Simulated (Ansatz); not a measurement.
Input and command of a calculation in Ansatz (plane waves; scalar-relativistic PAW potentials unless the input names others):

```yaml
crystal:
  lattice:
    - [6.6845981001, 0.0, 0.0]
    - [0.0, 3.1579429518, 0.0]
    - [0.0, 0.0, 6.7012354254]
  atoms:
    - { symbol: Li, position: [0.0014926147, 0.25, 0.2471691099] }
    - { symbol: Li, position: [0.4985073853, 0.75, 0.7471691099] }
    - { symbol: Li, position: [0.5014926147, 0.25, 0.2528308901] }
    - { symbol: Li, position: [0.9985073853, 0.75, 0.7528308901] }
    - { symbol: H, position: [0.2446034302, 0.25, 0.5061251256] }
    - { symbol: H, position: [0.2553965698, 0.75, 0.0061251256] }
    - { symbol: H, position: [0.7446034302, 0.25, 0.9938748744] }
    - { symbol: H, position: [0.7553965698, 0.75, 0.4938748744] }
    - { symbol: S, position: [0.7505933317, 0.25, 0.5596526971] }
    - { symbol: S, position: [0.7494066683, 0.75, 0.0596526971] }
    - { symbol: S, position: [0.2505933317, 0.25, 0.9403473029] }
    - { symbol: S, position: [0.2494066683, 0.75, 0.4403473029] }
basis:
  ecutwfc: 420
kpoints:
  mp_grid: { grid: [4, 8, 4] }
hamiltonian:
  xc: pbesol
scf:
  occupations: { method: tetrahedron_uncorrected }
  algorithm: density_mixing
  mixing: { algorithm: msr1, beta: 0.05, ndim: 8 }
output:
  forces: true
  eigenvalues: true
  stress: true
```

```bash
ansatz run input.yaml --threads 1 --pin off --max-ram 2560MiB --backend cpu --events-out ev --progress --plain --runs-dir out
```

Abridged log:
```
Pseudopotentials: kind: paw
Pseudopotential: Li, paw, valence charge 3, recommended cutoff 420 eV (normal)
Pseudopotential: H, paw, valence charge 1, recommended cutoff 420 eV (normal)
Pseudopotential: S, paw, valence charge 6, recommended cutoff 420 eV (normal)
Functional definition: PBEsol
Crystal: 12 atoms, lattice volume = 141.460 Å³
Basis set: ecut = 420 eV, 2771 PW (Γ), exchange–correlation on 90×48×90 points (8 copies of the dense FFT grid, shifted against one another)
Bands: 32, of which v1, the nominal top of the filled ones, is band 20 counted from 1 (19 counted from 0)
Symmetry: 8 space group operations
Space group: Pnma (ITA 62), of the structure as read, at distance tolerance 5.2e-5 Å
k-points: 45 of 128
Initial density: superposition of atomic densities (neutral atoms: chi_scale 0, normalization atom), corrected by the library's trained network
Initial wavefunctions: pseudopotential atomic-orbital guess
Functional: x = pbesol(κ = 0.804, μ = 0.12345679), c = pbesol(β = 0.046)
SCF iter   1: F=—  HF=-4421.389733 eV  |F-HF|=—  |Δ(HF+E_count)|=         —  Δρ=8.09e-3  dr2=4.70e-2  ethr=1.77e-3  ⟨swp⟩=7.2  Hψ=7045  notcnv=0  defer=26
SCF iter   2: F=—  HF=-4421.387925 eV  |F-HF|=—  |Δ(HF+E_count)|=   1.81e-3  Δρ=7.66e-3  dr2=4.22e-2  ethr=1.18e-4  ⟨swp⟩=1.1  Hψ=1811  notcnv=0  defer=127
SCF iter   3: F=—  HF=-4421.378088 eV  |F-HF|=—  |Δ(HF+E_count)|=   9.84e-3  Δρ=1.29e-3  dr2=1.78e-3  ethr=1.06e-4  ⟨swp⟩=3.0  Hψ=2358  notcnv=0  defer=130
SCF iter   4: F=—  HF=-4421.377792 eV  |F-HF|=—  |Δ(HF+E_count)|=   2.96e-4  Δρ=5.70e-4  dr2=4.28e-4  ethr=4.46e-6  ⟨swp⟩=2.0  Hψ=1546  notcnv=0  defer=236
SCF iter   5: F=—  HF=-4421.377685 eV  |F-HF|=—  |Δ(HF+E_count)|=   1.07e-4  Δρ=7.91e-5  dr2=1.01e-5  ethr=1.07e-6  ⟨swp⟩=2.4  Hψ=2050  notcnv=0  defer=255
SCF iter   6: F=—  HF=-4421.377716 eV  |F-HF|=—  |Δ(HF+E_count)|=   3.13e-5  Δρ=1.59e-5  dr2=4.49e-7  ethr=2.53e-8  ⟨swp⟩=2.0  Hψ=2015  notcnv=0  defer=257
SCF iter   7: F=-4421.377716 eV  HF=-4421.377716 eV  |F-HF|=3.32e-9  |Δ(HF+E_count)|=   1.59e-7  Δρ=2.36e-6  dr2=7.40e-9  ethr=2.50e-10  ⟨swp⟩=7.6  Hψ=5905  notcnv=0
SCF 1 converged in 7 iterations: F = -4421.377716 eV  dr2 = 7.40e-9
SCF converged after 7 iterations
Free energy (F): -4421.377716 eV
Harris-Foulkes:  -4421.377716 eV  (|F-HF|=3.32e-9)
Internal energy: -4421.377716 eV  (E = F + TS)
E sigma→0 (E₀):  -4421.377716 eV
Fermi energy:    4.054586 eV
--- Forces (eV/Å), atoms counted from 1 ---
  atom   1  Li    -0.00119394     0.00000000     0.00160885
  atom   2  Li     0.00119394     0.00000000     0.00160885
  atom   3  Li    -0.00119394     0.00000000    -0.00160885
  atom   4  Li     0.00119394     0.00000000    -0.00160885
  atom   5  H      0.00324265     0.00000000     0.00177539
  atom   6  H     -0.00324265     0.00000000     0.00177539
  atom   7  H      0.00324265     0.00000000    -0.00177539
  atom   8  H     -0.00324265     0.00000000    -0.00177539
  atom   9  S      0.00376360     0.00000000     0.00161147
  atom  10  S     -0.00376360     0.00000000     0.00161147
  atom  11  S      0.00376360     0.00000000    -0.00161147
  atom  12  S     -0.00376360     0.00000000    -0.00161147
--- Stress (GPa, compression-positive) ---
        0.000882       0.000000       0.000000
        0.000000       0.021468       0.000000
        0.000000       0.000000       0.000404
  P = ⅓ Tr σ = 0.0076 GPa (0.076 kbar)
```

Apart from outputs, empty bands and the relaxation, which only the reference makes, the input differs from a reference run on usual settings in scf.occupations.width: 0.02 → not typed; scf.occupations.method: "gaussian" → "tetrahedron_uncorrected"; scf.algorithm: not typed → "density_mixing"; scf.mixing.algorithm: not typed → "msr1"; scf.mixing.beta: not typed → 0.05; scf.mixing.ndim: not typed → 8. The reference, at the same geometry, ended its own course with pressure 0.01 GPa, largest force 0.004 eV/Å, gap on the mesh 1.51 eV. This run converged in 7 SCF iterations with an energy at zero smearing within 0.01 meV/atom of the reference's, pressure 0.01 GPa, largest force 0.004 eV/Å, gap on the mesh 1.51 eV.

It took 11 s on 1 thread of Intel(R) Xeon(R) Processor @ 2.70GHz (shared host), peak memory 0.47 GiB.